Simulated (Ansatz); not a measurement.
**SnPb3Se4: phonons across the zone**

Level of theory: DFT PBE, scalar-relativistic, plane waves, PAW in Ansatz. Cutoff 420 eV, 8×8×4 k-points (Γ-centred), Fermi-Dirac smearing of 0.15 eV. No spin polarisation. Phonons by linear response, acoustic sum rule imposed.

The cell, relaxed at this level:
```yaml
crystal:
  lattice:
    - [4.37019, 0.00000, 0.00000]
    - [0.00000, 4.37019, 0.00000]
    - [0.00000, 0.00000, 12.36123]
  atoms:
    - { symbol: Sn, position: [0.50000, 0.50000, 0.00000] }
    - { symbol: Pb, position: [0.00000, 0.00000, 0.75114] }
    - { symbol: Pb, position: [0.00000, 0.00000, 0.24886] }
    - { symbol: Pb, position: [0.50000, 0.50000, 0.50000] }
    - { symbol: Se, position: [0.00000, 0.00000, 0.00000] }
    - { symbol: Se, position: [0.50000, 0.50000, 0.24598] }
    - { symbol: Se, position: [0.00000, 0.00000, 0.50000] }
    - { symbol: Se, position: [0.50000, 0.50000, 0.75402] }
```

The cell was found from a structure generator's guess, not taken from experiment. In a metal, frequencies and elastic constants depend on the k mesh and the smearing, soft modes and shear constants most. Some empty bands missed the eigensolver's threshold. Spin–orbit coupling is left out, which matters for heavy elements. The q mesh is coarse, so values between its points are rough. A semilocal functional can close a gap that the real compound has.

Force constants from linear response on a 2×2×1 q mesh.

(1) Is the structure dynamically stable on this mesh?

(2) Give the frequencies (cm⁻¹; i marks imaginary ones) at the irreducible q points, in fractions of the reciprocal vectors.

Results:

(1) No: at q = (0.000, 0.000, 0.000) a mode is imaginary, 48i cm⁻¹.

(2)
| q | star | frequencies |
| --- | --- | --- |
| 0.000 0.000 0.000 | 1 | 48i 48i 23i 0 0 0 28 28 30 30 36 36 46 56 56 70 70 71 71 71 77 83 117 134 |
| 0.000 -0.500 0.000 | 2 | 38 39 49 50 50 52 53 55 59 83 85 90 99 104 108 110 117 117 120 121 122 136 136 142 |
| -0.500 -0.500 0.000 | 1 | 44i 44i 18 32 35 35 43 43 45 45 48 63 63 66 75 76 76 76 83 83 84 84 111 126 |
